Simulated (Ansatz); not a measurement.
Input:

SnO$_{2}$:
```xyz
6
Lattice="-1.9861 1.9861 5.0899 1.9861 -1.9861 5.0899 1.9861 1.9861 -5.0899" Properties=species:S:1:pos:R:3 pbc="T T T"
Sn     0.0000     1.9861     2.5450
Sn     0.0000     0.0000     0.0000
O      0.0000     0.0000     8.1132
O      0.0000     1.9861     0.4783
O      0.0000     1.9861     4.6116
O      0.0000     0.0000     2.0666
```

This is the LDA-relaxed structure. x, y and z are the axes in which the lattice vectors are written.

Problem. All from the program Ansatz at the LDA level (PAW), unless another level is named. Predict the electron effective mass.

Solution. 0.21, 0.23, 0.23 mₑ (principal values).

Problem. Give the band gap.

Solution. 1.73 eV (indirect).

Problem. And the valence-band maximum?

Solution. off the standard path, at k = (0.208, 0.208, 0.260) in fractions of the reciprocal vectors.

Problem. What about the conduction-band minimum?

Solution. at Γ.

Space group I4_1/amd (anatase). The first step of the workflow began from a Materials Project structure, measured or hypothetical; the Crystallography Open Database copy checked does not list it. It is not the phase usual at ambient conditions (space group No. 136). The cell was relaxed with LDA under the symmetry of its start; its stability against distortions is not shown here. Scalar-relativistic: spin–orbit coupling is off unless named, which matters more the heavier the elements.

Potentials: the later of the program's two PAW sets.
